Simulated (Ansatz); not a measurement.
SnO$_{2}$:
```xyz
6
Lattice="3.5927 0.0000 0.0000 0.0000 3.5927 0.0000 0.0000 0.0000 5.5306" Properties=species:S:1:pos:R:3 pbc="T T T"
Sn     0.0000     0.0000     0.0000
Sn     1.7963     1.7963     2.7653
O      0.0000     1.7963     0.9787
O      0.0000     1.7963     3.7440
O      1.7963     0.0000     1.7866
O      1.7963     0.0000     4.5519
```

Plane-wave PAW PBE (Ansatz code) gives a gap of 0.78 eV without spin–orbit coupling, maximum at M, minimum at Γ.

**Question.** What happens when spin–orbit coupling is switched on?

**Answer.** The gap rises by 0.01 eV, to 0.79 eV; maximum at M, minimum at Γ.

**Question.** Give the electron effective mass with spin–orbit coupling.

**Answer.** 0.13, 0.13, 0.16 mₑ (principal values).

Space group P4_2/nmc. The cell is a constructed one: a structure type filled with these elements; neither database checked (COD, Materials Project) lists it. It is not the phase usual at ambient conditions (space group No. 136). The PBE relaxation kept the symmetry of its start; whether a distortion lowers the energy is not shown.

Potentials: the earlier of the program's two PAW sets.
